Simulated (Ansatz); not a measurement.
Total density of states per atom from DFT-PBEsol in the program Ansatz with PAW potentials, in 0.25 eV bins, energy from the Fermi level:

```json
[
 {"E (eV)": "-7.85", "states/eV/atom": "0.25"},
 {"E (eV)": "-7.60", "states/eV/atom": "0.31"},
 {"E (eV)": "-7.35", "states/eV/atom": "0.54"},
 {"E (eV)": "-7.10", "states/eV/atom": "0.41"},
 {"E (eV)": "-6.85", "states/eV/atom": "0.35"},
 {"E (eV)": "-6.60", "states/eV/atom": "0.45"},
 {"E (eV)": "-6.35", "states/eV/atom": "0.55"},
 {"E (eV)": "-6.10", "states/eV/atom": "0.62"},
 {"E (eV)": "-5.85", "states/eV/atom": "0.67"},
 {"E (eV)": "-5.60", "states/eV/atom": "0.99"},
 {"E (eV)": "-5.35", "states/eV/atom": "0.85"},
 {"E (eV)": "-5.10", "states/eV/atom": "0.25"},
 {"E (eV)": "-4.85", "states/eV/atom": "0.17"},
 {"E (eV)": "-4.60", "states/eV/atom": "0.43"},
 {"E (eV)": "-4.35", "states/eV/atom": "0.73"},
 {"E (eV)": "-4.10", "states/eV/atom": "0.76"},
 {"E (eV)": "-3.85", "states/eV/atom": "1.02"},
 {"E (eV)": "-3.60", "states/eV/atom": "0.43"},
 {"E (eV)": "-3.35", "states/eV/atom": "0.46"},
 {"E (eV)": "-3.10", "states/eV/atom": "0.47"},
 {"E (eV)": "-2.85", "states/eV/atom": "0.48"},
 {"E (eV)": "-2.60", "states/eV/atom": "0.38"},
 {"E (eV)": "-2.35", "states/eV/atom": "0.27"},
 {"E (eV)": "-2.10", "states/eV/atom": "0.16"},
 {"E (eV)": "-1.85", "states/eV/atom": "0.13"},
 {"E (eV)": "-1.60", "states/eV/atom": "0.20"},
 {"E (eV)": "-1.35", "states/eV/atom": "0.30"},
 {"E (eV)": "-1.10", "states/eV/atom": "0.31"},
 {"E (eV)": "-0.85", "states/eV/atom": "0.33"},
 {"E (eV)": "-0.60", "states/eV/atom": "0.26"},
 {"E (eV)": "-0.35", "states/eV/atom": "0.28"},
 {"E (eV)": "-0.10", "states/eV/atom": "0.29"},
 {"E (eV)": "0.15", "states/eV/atom": "0.31"},
 {"E (eV)": "0.40", "states/eV/atom": "0.34"},
 {"E (eV)": "0.65", "states/eV/atom": "0.37"},
 {"E (eV)": "0.90", "states/eV/atom": "0.41"},
 {"E (eV)": "1.15", "states/eV/atom": "0.46"},
 {"E (eV)": "1.40", "states/eV/atom": "0.54"},
 {"E (eV)": "1.65", "states/eV/atom": "0.58"},
 {"E (eV)": "1.90", "states/eV/atom": "0.58"},
 {"E (eV)": "2.15", "states/eV/atom": "0.59"},
 {"E (eV)": "2.40", "states/eV/atom": "0.75"},
 {"E (eV)": "2.65", "states/eV/atom": "0.88"},
 {"E (eV)": "2.90", "states/eV/atom": "0.93"},
 {"E (eV)": "3.15", "states/eV/atom": "0.98"},
 {"E (eV)": "3.40", "states/eV/atom": "0.95"},
 {"E (eV)": "3.65", "states/eV/atom": "0.85"},
 {"E (eV)": "3.90", "states/eV/atom": "0.94"},
 {"E (eV)": "4.15", "states/eV/atom": "1.10"}
]
```

**Question.** Pick the material that matches.
(A) LaN, Pnma (La on 4c, N on 4c)
(B) Ta2BN, R-3m (Ta on 6c, N on 3b, B on 3a)
(C) BAs, rock salt
(D) BP, zinc blende

**Answer.** B, Ta2BN, R-3m (Ta on 6c, N on 3b, B on 3a). Within 0.5 eV of the Fermi level: Ta 5d 72 %, N 2p 14 %, B 2p 10 %. Projections are on Löwdin-orthogonalised atomic valence shells; empty p or d shells of many metals are not among them.

The start of the workflow was typed in or built on a structure type; neither database checked (COD, Materials Project) lists it. Whether it is the stable phase at ambient conditions was not checked. The cell was relaxed with PBEsol under the symmetry of its start; its stability against distortions is not shown here. No spin polarisation was allowed. Spin–orbit coupling is left out wherever it is not named.

Potentials: the earlier of the program's two PAW sets. The files were generated under PBE; for other functionals the program regenerates the frozen cores, and for LDA and PBEsol the local potential too.
